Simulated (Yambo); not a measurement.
Yambo run on YPO4 (space group I4_1/amd, No. 141). The wavefunctions are norm-conserving PBEsol (Quantum ESPRESSO, 84 Ry, scalar-relativistic) ones on a 2×2×2 mesh (40 occupied bands); a = 5.7277 Å, b = 5.7277 Å, c = 5.7277 Å, α = 106.05°, β = 106.05°, γ = 116.55°.

Yambo input:

```
rim_cut
gw0
dyson
el_el_corr
HF_and_locXC
mpa
em1d
RandQpts= 1000000
RandGvec= 1 Ry
EXXRLvcs= 84 Ry
VXCRLvcs= 336 Ry
Chimod= "HARTREE"
% BndsRnXm
 1 | 221 |
%
NGsBlkXm= 7 Ry
% LongDrXm
 1.0 | 1.0 | 1.0 |
%
EnSampXm= "2l"
EnGridXm= "lP"
% EnRngeXm
 0.0 | 40.0 | eV
%
% ImRngeXm
 2.72114 | 27.21138 | eV
%
% DmRngeXm
 0.02721 | 2.72114 | eV
%
ETStpsXm= 8
IntSolXm= "PT"
% GbndRnge
 1 | 221 |
%
GTermKind= "none"
DysSolver= "n"
ExtendOut
% QPkrange
 1 | 1 | 40 | 41 |
 2 | 2 | 41 | 41 |
%
```

k points by index: 1 = Γ, 2 = X.

Table of the .qp output:

```
#    K-point    Band    Eo [eV]    E [eV]    E-Eo [eV]    Vxc [eV]    Vnlxc [eV]    Sc|Eo [eV]    Sc|E [eV]    dSc/dw|Eo [eV]    Re(Z)    Im(Z)
#
    1    40    0.000000    -0.957160    -0.957160    -19.90523    -25.62632    4.514366    4.763930    -7.083361    0.793423    -0.005166
    1    41    6.118909    7.420864    1.301955    -13.04934    -7.840326    -3.668546    -3.907057    -4.983269    0.845207    -0.002541
    2    41    5.983807    7.646739    1.662932    -12.70054    -6.776866    -3.943906    -4.260741    -5.184505    0.839958    -0.002205
```
(The two width columns are left out.) Convergence of these settings isn't established.

Geometry of the Materials Project entry, not relaxed at this level.
